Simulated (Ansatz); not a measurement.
# Mg$_{2}$Si: computed property card

Mg$_{2}$Si:
```
CELL_PARAMETERS angstrom
      4.14126     0.00000     0.00000
      0.00000     4.14126     0.00000
      0.00000     0.00000     6.90529
ATOMIC_POSITIONS crystal
  Mg 0.50000 0.50000 0.00000
  Mg 0.00000 0.00000 0.00000
  Mg 0.50000 0.00000 0.35794
  Mg 0.00000 0.50000 0.64206
  Si 0.50000 0.00000 0.74479
  Si 0.00000 0.50000 0.25521
```

Space group P4/nmm (No. 129); conventional cell a = b = 4.141 Å, c = 6.905 Å, α = β = γ = 90.00°.

Method: PBEsol in the plane-wave PAW code Ansatz. Structure relaxed to zero pressure with the same functional. Other levels are named where they apply.

Cell and energy:

```
Item                                                           Result
-----------------------------------------------------  --------------
Volume per atom                                              19.74 Å³
Density                                                    2.15 g/cm³
Formation energy from the elements (no fitted shifts)  -0.079 eV/atom
```

Electronic structure:

```
Property                                                                     Value
------------------------------------  --------------------------------------------
Electronic character                                             metallic (no gap)
Density of states at the Fermi level  0.31 states/eV per atom (mean over ±0.08 eV)
```

Mechanics:

```
Item                                                                                                         Result
--------------------------------------------  ---------------------------------------------------------------------
Bulk modulus (Birch–Murnaghan fit)                                                                         549 kbar
Pressure derivative B′                                                                                          4.1
Elastic constants (relaxed ions, GPa)         C11 = 87.1, C12 = 36.6, C13 = 30.6, C33 = 136, C44 = 31.6, C66 = 22.3
Mechanical stability                                                         stable (all eigenvalues of C positive)
Hill bulk and shear moduli                                                                        55.4 and 30.3 GPa
Young's modulus                                                                                            76.9 GPa
Poisson's ratio                                                                                                0.27
Debye temperature from the elastic constants                                                                  460 K
```

Phonons:

```
Property                                        Value
-----------------------------  ----------------------
Highest zone-centre frequency               325 cm^-1
Zone-centre stability          no imaginary mode at Γ
```

The first step of the workflow began from a Materials Project structure, measured or hypothetical; the Crystallography Open Database copy checked does not list it. It is not the phase usual at ambient conditions (space group No. 225). The PBEsol relaxation kept the symmetry of its start. As this level gives no gap, shear constants depend on the k-mesh and smearing (Fermi–Dirac, 0.1 eV here). As this level gives no gap, phonon frequencies hold no LO–TO term and depend on the k-mesh and smearing (Fermi–Dirac, 0.1 eV here). The references are the lowest solids computed at this level, not always the standard phases.

Potentials: the later of the program's two PAW sets.
